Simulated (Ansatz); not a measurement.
Cs3Sb in space group Fm-3m (No. 225; Cs on 8c, Cs on 4b, Sb on 4a) under volume change, r²SCAN in the plane-wave PAW code Ansatz, scaled uniformly.

```
V (Å³/atom)  E − E(relaxed) (meV/atom)  P (GPa)
-----------  -------------------------  -------
44.569                            17.4     1.38
46.039                             7.3     0.84
47.508                             1.7     0.38
48.977                             0.0     0.00
50.446                             1.5    -0.32
51.916                             5.8    -0.60
53.385                            12.3    -0.83
```

Q: What does a third-order Birch–Murnaghan fit give for V₀, B₀ and B′?

A: V₀ = 48.98 Å³/atom, B₀ = 11.7 GPa, B′ = 4.7.

The workflow started from a Materials Project entry (that database holds measured and hypothetical structures alike); the Crystallography Open Database copy checked does not list it. Its standing as an ambient phase is unchecked. The cell was relaxed with r²SCAN under the symmetry of its start; whether a distortion lowers the energy is not shown. Scalar-relativistic: spin–orbit coupling is off unless named, which matters more the heavier the elements.

Potentials: the later of the program's two PAW sets.
